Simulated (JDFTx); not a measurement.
Reference run:

```yaml
surface: Al(111)
bulk: Al, Fm-3m, lattice of mp-134 (not re-optimised)
slab: 4 atoms in 4 planes, 1x1, 7.0 Å between the outermost planes
in-plane cell: 2.856 × 2.856 Å, 7.06 Å²
cell_height: 23.0 Å
sampling: 8×8×1 k mesh, Fermi smearing 0.01 Ha, no spin polarisation
```

Reference level: PBE, GBRV ultrasoft potentials, plane waves to 20/100 Ha, in a modified build of JDFTx. Unrelaxed; liquid: linear PCM (GLSSA13), water, 1 M KF. SHE scale: U = −μ/e − 4.44 V, by convention.

```csv
plane-wave cutoffs,work function (eV),U_pzc (V),mean C below U_pzc (μF/cm²),k states × plane waves,"cycles, vacuum run","rough core time, vacuum run"
10/50 Ha,4.10,-0.63,15 over 0.5 V,10 × 1654,18,30 s
12/60 Ha,4.10,-0.62,15 over 0.5 V,10 × 2178,18,50 s
15/75 Ha,4.10,-0.63,15 over 0.5 V,10 × 3041,18,60 s
20/100 Ha,4.10,-0.62,15 over 0.5 V,10 × 4686,18,2 min
25/125 Ha,4.10,-0.62,15 over 0.5 V,10 × 6547,18,3 min
30/150 Ha,4.10,-0.63,15 over 0.5 V,10 × 8606,18,3 min
```

The work function stays within 0.01 eV over all these settings; capacitances repeat to about ±0.2 μF/cm². Core times come from shared machines and are rough, one run each.
